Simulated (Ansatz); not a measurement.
ZnCu₂GeS₄:
```xyz
8
Lattice="-2.6276 2.6276 5.2642 2.6276 -2.6276 5.2642 2.6276 2.6276 -5.2642" Properties=species:S:1:pos:R:3 pbc="T T T"
Zn     0.0000     0.0000     0.0000
Cu     2.6276     0.0000     2.6321
Cu     0.0000     2.6276     2.6321
Ge     0.0000     0.0000     5.2642
S      1.2825     1.2825     6.6201
S      1.2825    -1.2825     3.9083
S      1.3451     1.3451     1.3559
S     -1.2825     1.2825     3.9083
```

The program Ansatz at the PBEsol level (PAW) gives a gap of 0.40 eV without spin–orbit coupling, maximum at Γ, minimum at Γ.

### Question
What happens when spin–orbit coupling is switched on?

### Answer
The gap decreases by 0.01 eV, to 0.39 eV; maximum at Γ, minimum at Γ.

### Question
Give the hole effective mass with spin–orbit coupling.

### Answer
0.19, 0.19, 0.66 mₑ (principal values).

Space group I-42m. The first step of the workflow began from a Materials Project structure, measured or hypothetical; the Crystallography Open Database copy checked does not list it. Whether it is the stable phase at ambient conditions was not checked. Symmetry was held in the PBEsol relaxation; whether a distortion lowers the energy is not shown. No spin polarisation was allowed.

Potentials: the later of the program's two PAW sets.
